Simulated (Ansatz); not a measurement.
Given:

GaN:
```cif
data_Ga4N4
_chemical_formula_sum 'Ga4 N4'
_space_group_name_H-M_alt 'F-43m'
_space_group_IT_number 216
_space_group_name_Hall 'F -4 2 3'
_cell_length_a 4.45537
_cell_length_b 4.45537
_cell_length_c 4.45537
_cell_angle_alpha 90.000
_cell_angle_beta 90.000
_cell_angle_gamma 90.000
loop_
_atom_site_label
_atom_site_type_symbol
_atom_site_symmetry_multiplicity
_atom_site_Wyckoff_symbol
_atom_site_fract_x
_atom_site_fract_y
_atom_site_fract_z
_atom_site_occupancy
Ga1 Ga 4 a 0.00000 0.00000 0.00000 1
N1 N 4 d 0.75000 0.75000 0.75000 1
```
(The calculation used a cell of 2 atoms; values per cell refer to that cell.)

This is the LDA-relaxed structure.

**Question.** All from DFT-LDA in the program Ansatz with PAW potentials, unless another level is named. Estimate the largest static χ(2) component.

**Answer.** 8.6 pm/V.

**Question.** Predict the electronic dielectric constant ε∞ (DFPT).

**Answer.** 5.77.

**Question.** Predict the Born charges (a third of the trace).

**Answer.** Ga +2.63, N -2.63 e.

The LDA relaxation kept the symmetry of its start; phonons on a q-mesh show no instability. Spin–orbit coupling is left out wherever it is not named.

Potentials: the later of the program's two PAW sets.
